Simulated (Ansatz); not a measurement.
Ansatz (a program for electronic structure) input:

Ansatz 0.2 input:
```yaml
crystal:
  lattice:
    - [2.8589622, 0.0, 0.0]
    - [-1.4294811, 2.4759338937, 0.0]
    - [0.0, 0.0, 5.2444293342]
  atoms:
    - { symbol: Nb, position: [0.3333333333, 0.6666666667, 0.25] }
    - { symbol: Nb, position: [0.6666666667, 0.3333333333, 0.75] }
kpoints:
  mp_grid: { grid: [12, 12, 6] }
  band_path:
    path:
      - [[0.0, 0.0, 0.0], [0.5, 0.0, 0.0], [0.3333333333, 0.3333333333, 0.0], [0.0, 0.0, 0.0], [0.0, 0.0, 0.5], [0.5, 0.0, 0.5], [0.3333333333, 0.3333333333, 0.5], [0.0, 0.0, 0.5]]  # Γ-M-K-Γ-A-L-H-A
      - [[0.5, 0.0, 0.5], [0.5, 0.0, 0.0]]  # L-M
      - [[0.3333333333, 0.3333333333, 0.5], [0.3333333333, 0.3333333333, 0.0]]  # H-K
    npoints: 8
hamiltonian:
  xc: r2scan
  pseudopotentials: { azcp: { folder: ./paw }, kind: paw_fr }
magnetization: { noncollinear: true, spin_orbit: true }
scf:
  n_extra_bands: 12
  convergence: { dr2_threshold: 0.0000000001 }
  occupations: { method: gaussian, width: 0.05 }
output: { eigenvalues: true }
```

Output (shortened):

```
Pseudopotential: Nb, paw, valence charge 13
Functional definition: r2SCAN
non-collinear run that drives no moment, with spin-orbit …
Crystal: 2 atoms, lattice volume = 37.123 Å³
Basis set: ecut = 500 eV, 931 PW (Γ), exchange–correlation on 96×96×160 points (64 copies of the dense FFT grid, shifted against one another)
Bands: 38, of which v1, the nominal top of the filled ones, is band 26 counted from 1 (25 counted from 0)
Symmetry: 24 space group operations + 24 with time reversal
k-points: 76 of 864
Projection manifold: j_resolved (fully-relativistic pseudo-atomic orbitals)
SCF iter   1: F=—  HF=-9116.596257 eV  |F-HF|=—  |Δ(HF+E_count)|=         —  Δρ=7.60e-2  dr2=2.46e0  dr2_τ=9.91e-3  dr2_m=0.00e0 (ungated)  ethr=3.10e-3  |M|=0.00e0 ∫|m|=0.00e0 μB  |m|>n=0.0e0 m-floor=0.0e0 τ_xc=0.0e0  β_m=0.30  ⟨swp⟩=5.5  Hψ=6776  notcnv=0  defer=28
preconditioner: auto → Kerker (q_TF=auto, 2.571 Å⁻¹)
spin=Noncollinear: Kerker preconditioning applied to the charge; magnetization (m_x, m_y, m_z) channels mix plain (no charge-response kernel on spin).
SCF iter   2: F=—  HF=-9116.203970 eV  |F-HF|=—  |Δ(HF+E_count)|=   3.92e-1  Δρ=5.71e-2  dr2=1.35e0  dr2_τ=7.31e-3  dr2_m=0.00e0 (ungated)  ethr=3.10e-3  |M|=0.00e0 ∫|m|=0.00e0 μB  |m|>n=0.0e0 m-floor=0.0e0 τ_xc=0.0e0  β_m=0.65  ⟨swp⟩=2.9  Hψ=2652  notcnv=0  defer=412
SCF iter   3: F=—  HF=-9115.949685 eV  |F-HF|=—  |Δ(HF+E_count)|=   2.54e-1  Δρ=8.49e-3  dr2=1.47e-2  dr2_τ=7.45e-4  dr2_m=0.00e0 (ungated)  ethr=3.10e-3  |M|=0.00e0 ∫|m|=0.00e0 μB  |m|>n=0.0e0 m-floor=0.0e0 τ_xc=0.0e0  β_m=0.81  ⟨swp⟩=2.0  Hψ=2420  notcnv=0  defer=412
SCF iter   4: F=—  HF=-9115.958387 eV  |F-HF|=—  |Δ(HF+E_count)|=   8.70e-3  Δρ=1.67e-3  dr2=5.10e-4  dr2_τ=1.43e-5  dr2_m=0.00e0 (ungated)  ethr=5.66e-5  |M|=0.00e0 ∫|m|=0.00e0 μB  |m|>n=0.0e0 m-floor=0.0e0 τ_xc=0.0e0  β_m=0.90  ⟨swp⟩=3.0  Hψ=2585  notcnv=0  defer=408
SCF iter   5: F=—  HF=-9115.958888 eV  |F-HF|=—  |Δ(HF+E_count)|=   5.02e-4  Δρ=3.27e-4  dr2=2.21e-5  dr2_τ=5.59e-7  dr2_m=0.00e0 (ungated)  ethr=1.96e-6  |M|=0.00e0 ∫|m|=0.00e0 μB  |m|>n=0.0e0 m-floor=0.0e0 τ_xc=0.0e0  β_m=0.95  ⟨swp⟩=2.0  Hψ=2224  notcnv=0  defer=408
SCF iter   6: F=—  HF=-9115.958920 eV  |F-HF|=—  |Δ(HF+E_count)|=   3.17e-5  Δρ=4.59e-5  dr2=5.68e-7  dr2_τ=6.56e-9  dr2_m=0.00e0 (ungated)  ethr=8.48e-8  |M|=0.00e0 ∫|m|=0.00e0 μB  |m|>n=0.0e0 m-floor=0.0e0 τ_xc=0.0e0  β_m=0.98  ⟨swp⟩=2.0  Hψ=2072  notcnv=0  defer=408
SCF iter   7: F=—  HF=-9115.958920 eV  |F-HF|=—  |Δ(HF+E_count)|=   5.07e-8  Δρ=9.09e-6  dr2=2.74e-8  dr2_τ=4.52e-10  dr2_m=0.00e0 (ungated)  ethr=2.19e-9  |M|=0.00e0 ∫|m|=0.00e0 μB  |m|>n=0.0e0 m-floor=0.0e0 τ_xc=0.0e0  β_m=0.99  ⟨swp⟩=2.1  Hψ=1813  notcnv=0  defer=408
SCF iter   8: F=—  HF=-9115.958920 eV  |F-HF|=—  |Δ(HF+E_count)|=   8.32e-9  Δρ=1.53e-6  dr2=4.59e-10  dr2_τ=1.29e-11  dr2_m=0.00e0 (ungated)  ethr=1.06e-10  |M|=0.00e0 ∫|m|=0.00e0 μB  |m|>n=0.0e0 m-floor=0.0e0 τ_xc=0.0e0  β_m=0.99  ⟨swp⟩=2.0  Hψ=1615  notcnv=0  defer=408
SCF iter   9: F=-9115.958920 eV  HF=-9115.958920 eV  |F-HF|=1.09e-11  |Δ(HF+E_count)|=  5.51e-10  Δρ=2.10e-7  dr2=1.01e-11  dr2_τ=2.12e-13  dr2_m=0.00e0 (ungated)  ethr=1.00e-12  |M|=0.00e0 ∫|m|=0.00e0 μB  |m|>n=0.0e0 m-floor=0.0e0 τ_xc=0.0e0  ⟨swp⟩=8.6  Hψ=5229  notcnv=0
SCF 1 converged in 9 iterations: F = -9115.958920 eV  dr2 = 1.01e-11
NSCF: frozen V_eff on 75 k-points
SCF converged after 9 iterations
Magnetization: |M| = 0.0000 μB,  M = (+0.0000, +0.0000, +0.0000) μB
Absolute magnetization: 0.0000 μB (∫|m|)
  site 0: m = (+0.0000, +0.0000, +0.0000) μB, |m| = 0.0000 μB  (R = 1.18 Å)
  site 1: m = (+0.0000, +0.0000, +0.0000) μB, |m| = 0.0000 μB  (R = 1.18 Å)
Free energy (F): -9115.958920 eV
Harris-Foulkes:  -9115.958920 eV  (|F-HF|=1.09e-11)
Internal energy: -9115.957674 eV  (E = F + TS)
E sigma→0 (E₀):  -9115.958297 eV
Entropy (-TS):   -0.001246 eV (-0.623 meV/atom)
Fermi energy:    17.545448 eV
--- Per-component energies (eV) ---
  E_band       = -172.176721
  E_kinetic    = 744.377279
  E_local      = -1337.248527  (includes V_loc(G=0)·N_el)
  E_nonlocal   = 189.104813
  E_hartree    = 443.512747
  E_xc         = -318.344140
  E_vxc        = -443.554891  (∫ρ·V_xc dr)
  E_paw        = -6188.047665  (= ΣΔE_a)
  E_vpaw       = -239.975838  (= ΣTr[D̂ρ^β])
  E_aug_tail   = 0.000047  (compensation charges beyond the density's cutoff)
  E_vtau       = 28.094828  (kinetic-family band-sum trace: ∫τ·v_τ [+ j·A + Jᵃ·Aᵃ] dr)
  E_ewald      = -2648.927106
  E_core_change = -0.385123  (= ΣΔE_core)
  E_smearing   = -0.001246  (= −TS)
  E_closure    = 0.000000  (closes the sum)
  Σ components = -9115.958920   (vs F -9115.958920, Δ=0.00e0)
  [band-id]    e_kinetic+e_local+e_nonlocal+2·e_hartree+e_vxc+e_vpaw+e_augmentation_tail+e_vtau = -172.176793   (vs E_band -172.176721, Δ=-7.28e-5)
--- Band table (eV; the first three rows and the last of 76) ---
  k-point 0: bands = ["-39.0185", "-39.0185", "-38.8813", "-38.8813", "-15.6005", "-15.6005", "-15.0997", "-15.0997", "-13.5963", "-13.5963", "-13.0235", "-13.0235", "-12.8993", "-12.8993", "-12.8096", "-12.8096", "10.9621", "10.9621", "13.3915", "13.3915", …
  k-point 1: bands = ["-39.0094", "-39.0094", "-38.8906", "-38.8906", "-15.5623", "-15.5623", "-15.1283", "-15.1283", "-13.5660", "-13.5660", "-13.0707", "-13.0707", "-12.8933", "-12.8933", "-12.8156", "-12.8156", "11.1916", "11.1916", "13.3667", "13.3667", …
  k-point 2: bands = ["-38.9846", "-38.9846", "-38.9160", "-38.9160", "-15.4612", "-15.4612", "-15.2101", "-15.2101", "-13.4781", "-13.4781", "-13.1929", "-13.1929", "-12.8770", "-12.8770", "-12.8321", "-12.8321", "11.8150", "11.8150", "13.1771", "13.1771", …
  k-point 75: bands = ["-38.6893", "-38.6893", "-38.6893", "-38.6893", "-15.8201", "-15.8201", "-15.8002", "-15.8002", "-13.9988", "-13.9988", "-13.8914", "-13.8914", "-13.5224", "-13.5224", "-13.4348", "-13.4348", "15.3309", "15.3309", "15.3621", "15.3621", …
```

Cost: roughly 50 core-seconds on shared cores.

Space group P6_3/mmc (hcp (Mg type)). The start of the workflow was typed in or built on a structure type; the Crystallography Open Database copy checked does not list it. It is not the phase usual at ambient conditions (space group No. 229). The r²SCAN relaxation kept the symmetry of its start; whether a distortion lowers the energy is not shown. No spin polarisation was allowed.

Potentials: the earlier of the program's two PAW sets.

Ansatz is a plane-wave DFT program.
